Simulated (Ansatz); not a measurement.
A crystal relaxed with r2SCAN in Ansatz 0.2.0 has space group I4_1/amd:1 (No. 141) and a = 6.237 Å, c = 12.941 Å.

```
atom  site       x       y       z
   K    4a  0.0000  0.5000  0.2500
  Xx    8e  0.5000  0.0000  0.4803
  La    4b  0.5000  0.0000  0.2500
```

The r2SCAN gap is direct at Γ: 2.35 eV. With HSE06 the gap is 2.71 eV and direct, at Γ. The PBE gap is direct at Γ: 2.00 eV. Meshes: r2SCAN 6×6×6, HSE06 4×4×4, PBE 6×6×6.

Q: Which element is Xx?
A. Te
B. Se
C. O
D. S

A: B. Xx is Se: KLaSe2, ordered on the rocksalt lattice (I4_1/amd) with 8 atoms a cell. K has 6 Se at 3.13–3.49 Å; Se has 3 La at 2.98–3.13 Å and 3 K at 3.13–3.49 Å; La has 6 Se at 2.98–3.13 Å.

All values are calculated for a non-magnetic cell, which may be hypothetical.

Spin-orbit coupling is left out.
